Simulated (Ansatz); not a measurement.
FeGe:
```xyz
4
Lattice="3.5087 0.0000 0.0000 0.0000 3.5087 0.0000 0.0000 0.0000 4.8034" Properties=species:S:1:pos:R:3 pbc="T T T"
Ge     0.0000     0.0000     0.0000
Fe     0.0000     0.0000     2.4017
Ge     1.7543     1.7543     2.4017
Fe     1.7543     1.7543     0.0000
```
Starting moments (μB, in the order of the atoms Ge Fe Ge Fe): 0.0 1.9 0.0 -1.9.

Relaxed with PBE. Special points in fractions of this cell's reciprocal vectors: Γ (0.000, 0.000, 0.000); X (0.000, 0.500, 0.000); M (0.500, 0.500, 0.000); Z (0.000, 0.000, 0.500); R (0.000, 0.500, 0.500); A (0.500, 0.500, 0.500).

### Question
List the band energies nearest the Fermi level at these points for PBE in the plane-wave PAW code Ansatz.

### Answer
In eV from the Fermi level; about four levels below and three above (degenerate sets whole), none deeper than 8.9 eV; points with the same levels are listed once.

```tsv
k	below	above
Γ ↑	-0.35 -0.35 -0.01 -0.01	0.86 3.74 3.81 3.81
X ↑	-2.04 -1.86 -1.75 -0.10	0.17 0.39 0.44
M ↑	-0.23 -0.23 -0.15 -0.07	0.10 0.10 0.57
Z ↑	-1.06 -0.92 -0.92 -0.45	1.94 1.94 2.44 2.44
R ↑	-1.76 -1.15 -1.12 -0.05	0.51 0.54 5.61
A ↑	-0.77 -0.77 -0.49 -0.34	0.64 0.66 0.68 0.68
```

Space group I4/mmm. The cell is a constructed one: a structure type filled with these elements; neither database checked (COD, Materials Project) lists it. COD files the formula under space group No. 198, so this cell is another polymorph or a model. Its standing as an ambient phase is unchecked. The PBE relaxation kept the symmetry of its start, as lowered by the spin order; whether a distortion lowers the energy is not shown. The final state is antiferromagnetic, chosen from 3 collinear starts compared on coarse meshes (ties went to the first, and starts can fall back to one state), not a proven ground state. Point labels and valley counts follow the cell and symmetry of the run, lower than the named group. Spin–orbit coupling is left out wherever it is not named.

Potentials: the later of the program's two PAW sets.
